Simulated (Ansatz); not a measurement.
A plane-wave DFT run in Ansatz 0.2.0 (scalar-relativistic PAW potentials unless the input names others): input and command.

```yaml
crystal:
  lattice:
    - [-1.9369761834, 1.9369761834, 1.9289917577]
    - [1.9369761834, -1.9369761834, 1.9289917577]
    - [1.9369761834, 1.9369761834, -1.9289917577]
  atoms:
    - { symbol: Mg, position: [0.5, 0.5, 0.0] }
basis:
  ecutwfc: 420
kpoints:
  mp_grid: { grid: [5, 5, 5] }
hamiltonian:
  xc: pbesol
scf:
  occupations: { method: gaussian, width: 0.1 }
  n_extra_bands: 4
output:
  forces: true
  eigenvalues: true
  stress: true
```

```bash
ansatz run input.yaml --threads 1 --pin off --max-ram 1331MiB --backend cpu --events-out ev --progress --plain --runs-dir out
```

Abridged log:
```
scf.n_extra_bands = 4 over 5 filled bands (N_el = 10.0): the run solves 9 bands
Pseudopotentials: kind: paw
Pseudopotential: Mg, paw, valence charge 10, recommended cutoff 420 eV (normal)
Functional definition: PBEsol
Crystal: 1 atom, lattice volume = 28.949 Å³
Basis set: ecut = 420 eV, 555 PW (Γ), exchange–correlation on 48×48×48 points (8 copies of the dense FFT grid, shifted against one another)
Bands: 9, of which v1, the nominal top of the filled ones, is band 5 counted from 1 (4 counted from 0)
Symmetry: 16 space group operations
Space group: I4/mmm (ITA 139), of the structure as read, at distance tolerance 3.1e-5 Å
k-points: 18 of 125
Initial density: superposition of atomic densities (neutral atoms: chi_scale 0, normalization atom), corrected by the library's trained network
Initial wavefunctions: pseudopotential atomic-orbital guess
Functional: x = pbesol(κ = 0.804, μ = 0.12345679), c = pbesol(β = 0.046)
SCF iter   1: F=—  HF=-1911.843510 eV  |F-HF|=—  |Δ(HF+E_count)|=         —  Δρ=1.17e-3  dr2=2.06e-4  ethr=1.77e-3  ⟨swp⟩=5.5  Hψ=1124  notcnv=0
SCF iter   2: F=—  HF=-1911.843226 eV  |F-HF|=—  |Δ(HF+E_count)|=   2.84e-4  Δρ=4.49e-4  dr2=3.00e-5  ethr=2.06e-6  ⟨swp⟩=2.1  Hψ=392  notcnv=0
SCF iter   3: F=—  HF=-1911.843206 eV  |F-HF|=—  |Δ(HF+E_count)|=   2.03e-5  Δρ=1.37e-4  dr2=2.02e-6  ethr=3.00e-7  ⟨swp⟩=2.0  Hψ=248  notcnv=0
SCF iter   4: F=—  HF=-1911.843204 eV  |F-HF|=—  |Δ(HF+E_count)|=   1.62e-6  Δρ=5.28e-5  dr2=2.32e-7  ethr=2.02e-8  ⟨swp⟩=2.0  Hψ=248  notcnv=0
SCF iter   5: F=—  HF=-1911.843204 eV  |F-HF|=—  |Δ(HF+E_count)|=   3.19e-7  Δρ=2.29e-5  dr2=4.32e-8  ethr=2.32e-9  ⟨swp⟩=2.0  Hψ=231  notcnv=0
SCF iter   6: F=-1911.843204 eV  HF=-1911.843204 eV  |F-HF|=6.33e-9  |Δ(HF+E_count)|=   6.85e-8  Δρ=5.44e-6  dr2=2.37e-9  ethr=4.32e-10  ⟨swp⟩=5.1  Hψ=715  notcnv=0
SCF 1 converged in 6 iterations: F = -1911.843204 eV  dr2 = 2.37e-9
SCF converged after 6 iterations
Free energy (F): -1911.843204 eV
Harris-Foulkes:  -1911.843204 eV  (|F-HF|=6.33e-9)
Internal energy: -1911.832689 eV  (E = F + TS)
E sigma→0 (E₀):  -1911.837947 eV
Entropy (-TS):   -0.010515 eV (-10.515 meV/atom)
Fermi energy:    3.551251 eV
--- Forces (eV/Å), atoms counted from 1 ---
  atom   1  Mg     0.00000000     0.00000000     0.00000000
--- Stress (GPa, compression-positive) ---
       -5.529521       0.000000       0.000000
        0.000000      -5.529521       0.000000
        0.000000       0.000000      -5.971206
  P = ⅓ Tr σ = -5.6767 GPa (-56.767 kbar)
```

Apart from outputs, the input differs from a reference run on usual settings in kpoints.mp_grid.grid: [16, 16, 16] → [5, 5, 5]; scf.n_extra_bands: not typed → 4. The reference, at the same geometry (not necessarily relaxed), gave pressure -5.42 GPa, largest force 0.000 eV/Å, no gap on the mesh. This run converged in 6 SCF iterations (reference: 6) with an energy at zero smearing 48.98 meV/atom above the reference's, pressure -5.68 GPa, largest force 0.000 eV/Å, no gap on the mesh. Its k mesh is looser than usual, and the result moved.